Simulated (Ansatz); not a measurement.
NbSi2 in space group P6/mmm (No. 191; Nb on 1a, Si on 2d), DFT-PBE in the program Ansatz with PAW potentials, all energies at zero smearing, with the estimated change up to a 700 eV cutoff added, with one set of potentials and settings (totals compare only within such a set). Cell of 3 atoms (1 Nb, 2 Si): -5824.153 eV.

```csv
element,reference phase,E (eV/atom)
Nb,"Im-3m, 1 atoms in the cell",-4552.2836
Si,"Fd-3m, 2 atoms in the cell",-635.8096
```

Formation energy per atom, worked out: (-5824.153 − 1×(-4552.2836) − 2×(-635.8096))/3 = -0.083 eV/atom (-8 kJ per mol of atoms), at 0 K, without zero-point energy or fitted corrections.

The cell is a constructed one: a structure type filled with these elements; neither database checked (COD, Materials Project) lists it. COD files the formula under space group No. 180, 181, so this cell is another polymorph or a model. Whether it is the stable phase at ambient conditions was not checked. The cell was relaxed with PBE under the symmetry of its start; its stability against distortions is not shown here. No spin polarisation was allowed. The references are the lowest solids computed at this level, not always the standard phases.

Potentials: the later of the program's two PAW sets.
